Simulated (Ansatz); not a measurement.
Ge in space group Fd-3m (No. 227; Ge on 8b, Ge on 32e, Ge on 96g) under volume change, the program Ansatz at the r²SCAN level (PAW), shape and atoms relaxed at each volume.

```json
[
 {"V (Å³/atom)": "23.706", "E − E(relaxed) (meV/atom)": "?", "P (GPa)": "?"},
 {"V (Å³/atom)": "24.487", "E − E(relaxed) (meV/atom)": "20.5", "P (GPa)": "4.47"},
 {"V (Å³/atom)": "25.269", "E − E(relaxed) (meV/atom)": "4.8", "P (GPa)": "2.04"},
 {"V (Å³/atom)": "26.050", "E − E(relaxed) (meV/atom)": "0.0", "P (GPa)": "0.00"},
 {"V (Å³/atom)": "26.832", "E − E(relaxed) (meV/atom)": "4.3", "P (GPa)": "-1.72"},
 {"V (Å³/atom)": "27.614", "E − E(relaxed) (meV/atom)": "16.3", "P (GPa)": "-3.16"},
 {"V (Å³/atom)": "28.395", "E − E(relaxed) (meV/atom)": "?", "P (GPa)": "?"}
]
```

Task: Complete the blanks.

Result: 
- 28.395, E − E(relaxed) (meV/atom): 34.7
- 28.395, P (GPa): -4.36
- 23.706, E − E(relaxed) (meV/atom): 49.1
- 23.706, P (GPa): 7.35

Task: What does a third-order Birch–Murnaghan fit give for V₀, B₀ and B′?

Result: V₀ = 26.05 Å³/atom, B₀ = 62.2 GPa, B′ = 4.8.

The first step of the workflow began from a Materials Project structure, measured or hypothetical. Its sites differ from those of the usual phase in this space group: another stacking or structure type. The cell was relaxed with r²SCAN under the symmetry of its start; whether a distortion lowers the energy is not shown.

Potentials: the earlier of the program's two PAW sets. The files were generated under PBE; for other functionals the program regenerates the frozen cores, and for LDA and PBEsol the local potential too.
